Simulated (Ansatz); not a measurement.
An elastic tensor (GPa, Voigt order, standard axes) from the program Ansatz at the PBEsol level (PAW):

```
  368    122   84.7  -56.1    0.0    0.0
  122    368   84.7   56.1    0.0    0.0
 84.7   84.7    334    0.0    0.0    0.0
-56.1   56.1    0.0   13.6    0.0    0.0
  0.0    0.0    0.0    0.0   13.6  -56.1
  0.0    0.0    0.0    0.0  -56.1    123
```

Question: Pick the material that matches.
(A) ZnSnN2, R-3m (Zn on 3a, Sn on 3b, N on 6c)
(B) SiBCN, R3m (B on 3a, N on 3a, Si on 3a, C on 3a)
(C) Ta2N, P-31m (Ta on 6k, N on 2d, N on 1a)
(D) SiGe, R-3m (Si on 6c, Ge on 6c)

Answer: A, ZnSnN2, R-3m (Zn on 3a, Sn on 3b, N on 6c)

The start of the workflow was typed in or built on a structure type; neither database checked (COD, Materials Project) lists it. Its standing as an ambient phase is unchecked. The PBEsol relaxation kept the symmetry of its start. At this level the phase is mechanically unstable. Its formation energy is positive at this level, so the cell may be metastable or incomplete. Spin–orbit coupling is left out wherever it is not named.

Potentials: the earlier of the program's two PAW sets. The files were generated under PBE; for other functionals the program regenerates the frozen cores, and for LDA and PBEsol the local potential too.
